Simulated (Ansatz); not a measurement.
The elements of this relaxed trial crystal are hidden behind letters.

```
lattice vectors (Å)
   4.9080    0.0000    0.0000
   0.0000    4.9080    0.0000
   0.0000    0.0000    3.6065
fractional positions
X 0.5000 0.0000 0.0000
X 0.0000 0.5000 0.0000
Z 0.5000 0.5000 0.5000
Q 0.0000 0.0000 0.0000
```

Computed with DFT PBE, scalar-relativistic, plane waves, PAW in Ansatz 0.2.0. Plane waves to 420 eV, a 10×10×14 mesh through Γ for the 4-atom cell and 0.10 eV Gaussian smearing; no spin polarisation.

| Item | Value |
| --- | --- |
| Space group | P4/mmm (No. 123) |
| Conventional cell | a = 4.908 Å, c = 3.606 Å |
| Volume per atom | 21.72 Å³ |
| Density | 4.17 g/cm³ |
| Formation energy | +0.10 eV/atom |
| Gap on the 10×10×14 mesh of the 4-atom cell | 0 eV (a metal) |

Energies are uncorrected and count from the elements' standard states at the same level.

**Question.** X is a d-block element of period 5, Z is a p-block element of period 3 and Q is a p-block element of period 2. Which elements are they?

**Answer.** X = Y, Z = Si, Q = C, so the formula is Y2SiC. Density times volume gives a mean mass of 4.17 × 21.72/1.6605 = 54.5 u per atom, and this set has 54.5 u. Among the elements that the hints allow, noble gases aside, only these give it. Y is surrounded by 2 C at 2.45 Å and 4 Si at 3.05 Å; around Si lie 8 Y at 3.05 Å; around C lie 4 Y at 2.45 Å.

A structure relaxed within its symmetry needn't be a true minimum.
